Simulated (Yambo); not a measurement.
Yambo run on K₂TiF₆ (space group P-3m1, No. 164). The wavefunctions come from this Quantum ESPRESSO step (LDA, PseudoDojo standard norm-conserving files, scalar-relativistic):

```
&CONTROL
  calculation = 'nscf'
  pseudo_dir = './pseudo'
  outdir = './out'
/
&SYSTEM
  ibrav = 0
  nat = 9
  ntyp = 3
  ecutwfc = 84.0
  ecutrho = 336.0
  occupations = 'fixed'
  force_symmorphic = .true.
  nbnd = 199
/
&ELECTRONS
  conv_thr = 9.000000000000001e-09
  diago_full_acc = .true.
  diago_thr_init = 1e-08
/
ATOMIC_SPECIES
F 18.9984 F.upf
K 39.0983 K.upf
Ti 47.8670 Ti.upf
CELL_PARAMETERS angstrom
  5.685059835000   0.000000000000   0.000000000000
 -2.842529917000   4.923406239000   0.000000000000
  0.000000000000   0.000000000000   4.590160000000
ATOMIC_POSITIONS crystal
F   0.316840000000   0.158420000000   0.772300000000
F   0.683160000000   0.841580000000   0.227700000000
F   0.841580000000   0.158420000000   0.772300000000
F   0.158420000000   0.841580000000   0.227700000000
F   0.841580000000   0.683160000000   0.772300000000
F   0.158420000000   0.316840000000   0.227700000000
K   0.333333333000   0.666666667000   0.697790000000
K   0.666666667000   0.333333333000   0.302210000000
Ti   0.000000000000   0.000000000000   0.000000000000
K_POINTS automatic
3 3 2 0 0 0
```

Yambo input:

```
rim_cut
gw0
dyson
el_el_corr
HF_and_locXC
ppa
em1d
RandQpts= 1000000
RandGvec= 1 Ry
EXXRLvcs= 84 Ry
VXCRLvcs= 336 Ry
Chimod= "HARTREE"
% BndsRnXp
 2 | 198 |
%
NGsBlkXp= 7 Ry
% LongDrXp
 1.0 | 1.0 | 1.0 |
%
PPAPntXp= 27.2114 eV
% GbndRnge
 1 | 198 |
%
GTermKind= "BG"
DysSolver= "n"
ExtendOut
% QPkrange
 1 | 1 | 36 | 37 |
 2 | 2 | 36 | 37 |
%
```

k points by index: 1 = Γ, 2 = A.

The o-*.qp file then holds:

```
#    K-point    Band    Eo [eV]    E [eV]    E-Eo [eV]    Vxc [eV]    Vnlxc [eV]    Sc|Eo [eV]    Sc|E [eV]    dSc/dw|Eo [eV]    Re(Z)    Im(Z)
#
    1    36    0.000000    -1.967572    -1.967572    -22.69493    -30.44668    5.280435    5.784171    -6.966105    0.796177    -0.001236
    1    37    4.930610    7.488962    2.558352    -21.24846    -12.96038    -5.065248    -5.729729    -7.066938    0.793832    -0.001833
    2    36    -0.035598    -2.013133    -1.977535    -22.51618    -30.29144    5.290097    5.797730    -6.984603    0.795746    -0.001260
    2    37    4.980924    7.553625    2.572701    -21.49614    -13.22541    -5.023339    -5.698030    -7.135465    0.792248    -0.001948
```
(The two width columns are left out.) Convergence of these settings isn't established.

Geometry of the Materials Project entry, not relaxed at this level.
